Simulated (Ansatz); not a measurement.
Relaxing Sb

Computed with DFT PBEsol, scalar-relativistic, plane waves, PAW (Ansatz 0.2.0). (420 eV cutoff, 18×18×10 k-mesh, Gaussian smearing of 0.10 eV, no spin polarisation)

What was changed: relaxed at 90 GPa.

Other phases may be more stable at this pressure.

Command:

```bash
ansatz run input.yaml --threads 1 --pin off --max-ram 1331MiB --backend cpu --events-out ev --progress --plain --runs-dir out
```

Input:

```yaml
crystal:
  lattice:
    - [2.8975957777, 0.0, 0.0]
    - [-1.4487978889, 2.5093915533, 0.0]
    - [0.0, 0.0, 4.7277273494]
  atoms:
    - { symbol: Sb, position: [0.3333333333, 0.6666666667, 0.25] }
    - { symbol: Sb, position: [0.6666666667, 0.3333333333, 0.75] }
basis:
  ecutwfc: 420
kpoints:
  mp_grid: { grid: [18, 18, 10] }
hamiltonian:
  xc: pbesol
scf:
  occupations: { method: gaussian, width: 0.1 }
output:
  forces: true
  stress: true
  eigenvalues: true
relax:
  adjacent_minimum: "off"
  f_tol: 0.008
  max_steps: 50
  cell: { stress_tol: 0.08, p_target: 90.0 }
```

F is the free energy. Steps run on the plane waves of an earlier cell, but the last one, and at times one on the way, on a freshly chosen basis, so a repeated geometry can differ a little in energy. The relaxation lowers the enthalpy F + PV at the target pressure, so F itself can rise.

At steps 2, 7, 9 F + PV rises: a step can overshoot before the optimiser corrects it.

Steps:

```csv
step,F − F(1) (eV),largest force component (eV/Å),V (Å³/atom),P (GPa)
1,0.0000,0.000,17.188,74.30
2,2.8420,0.000,14.955,136.25
3,0.6364,0.000,16.557,88.13
4,0.7367,0.000,16.466,90.27
5,0.7553,0.000,16.447,90.51
6,0.7340,0.000,16.466,89.98
7,0.7240,0.000,16.542,89.38
8,0.7394,0.000,16.460,90.08
9,0.7999,0.000,16.419,91.34
10,0.7369,0.000,16.462,89.99
11,0.7374,0.000,16.462,90.01
12,0.7367,0.000,16.463,89.99
13,0.7376,0.000,16.463,90.01
```

Relaxed structure:

```cif
data_structure
_symmetry_space_group_name_H-M 'P 1'
_symmetry_Int_Tables_number 1
_cell_length_a 2.8934
_cell_length_b 2.8934
_cell_length_c 4.5414
_cell_angle_alpha 90.000
_cell_angle_beta 90.000
_cell_angle_gamma 120.000
_cell_volume 32.93
loop_
_atom_site_label
_atom_site_type_symbol
_atom_site_fract_x
_atom_site_fract_y
_atom_site_fract_z
_atom_site_occupancy
Sb1 Sb 0.33333 0.66667 0.25000 1
Sb2 Sb 0.66667 0.33333 0.75000 1
```

It takes space group P6_3/mmc (No. 194, hexagonal). Conventional cell: a = 2.893 Å, b = 2.893 Å, c = 4.541 Å, α = 90.00°, β = 90.00°, γ = 120.00°. Sb (site symmetry -6m2) is surrounded by 12 Sb at 2.82 to 2.89 Å.

The run converged. The run took roughly 2.8 core-minutes.